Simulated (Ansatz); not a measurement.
Mg2Si (antifluorite type, space group Fm-3m)

```
Mg2Si
1.0
    0.00000     3.18221     3.18221
    3.18221     0.00000     3.18221
    3.18221     3.18221     0.00000
Si Mg
1 2
Direct
  0.00000   0.00000   0.00000
  0.25000   0.25000   0.25000
  0.75000   0.75000   0.75000
```

The slice is a {110} plane (indices of the conventional cell) through the point (0.750, 0.750, 0.750) (fractional), spanned by u = [100] and v = [1 -1 -1] in vectors of this cell: u (4.50 Å) and v (6.36 Å, at 90° to u). It covers one period; positions are fractions (u, v).

Computed with PBE (plane waves to 420 eV, PAW, scalar-relativistic; Ansatz, a program for electronic structure). k mesh 9×9×9. Near the nuclei the fields are pseudised (PAW); where an atom keeps semicore shells as valence, they peak there. Mg2Si was relaxed with its symmetry unable to fall. The PAW data are Ansatz's earlier set.

Q: Around which element is the density of the highest valence band (whole band, smooth part) largest on this plane?

A: Si. Mean over a disc round each atom, of radius 0.45 times the shortest bond: Si 0.072, Mg 0.015 e/Å³.

Q: What is the ELF at the density minimum of the shortest Si–Mg line in this plane (2.76 Å)?

A: 0.2.

Q: What is the valence density on the shortest Si–Mg line in this plane (2.76 Å), at its minimum between the atoms?

A: 0.17 e/Å³.

Q: Predict the map of the density of the lowest conduction band (whole band as if filled, smooth part) on the slice.

A: 
```
v \ u   0.00   0.12   0.24   0.35   0.47   0.59   0.71   0.82   0.94
-----  -----  -----  -----  -----  -----  -----  -----  -----  -----
0.92   0.013  0.023  0.031  0.030  0.032  0.031  0.030  0.030  0.016
0.83   0.036  0.033  0.031  0.047  0.046  0.049  0.038  0.031  0.035
0.75   0.036  0.030  0.032  0.048  0.041  0.043  0.042  0.028  0.034
0.67   0.036  0.033  0.031  0.047  0.046  0.049  0.038  0.031  0.035
0.58   0.013  0.023  0.031  0.030  0.032  0.031  0.030  0.030  0.016
0.50   0.001  0.013  0.034  0.027  0.021  0.023  0.032  0.028  0.003
0.42   0.013  0.028  0.039  0.030  0.025  0.027  0.035  0.037  0.018
0.33   0.036  0.037  0.035  0.030  0.027  0.028  0.032  0.037  0.037
0.25   0.036  0.034  0.031  0.028  0.027  0.027  0.029  0.033  0.035
0.17   0.036  0.037  0.035  0.030  0.027  0.028  0.032  0.037  0.037
0.08   0.013  0.028  0.039  0.030  0.025  0.027  0.035  0.037  0.018
0.00   0.001  0.013  0.034  0.027  0.021  0.023  0.032  0.028  0.003
```

Values: density of the lowest conduction band (whole band as if filled, smooth part) in e/Å³.
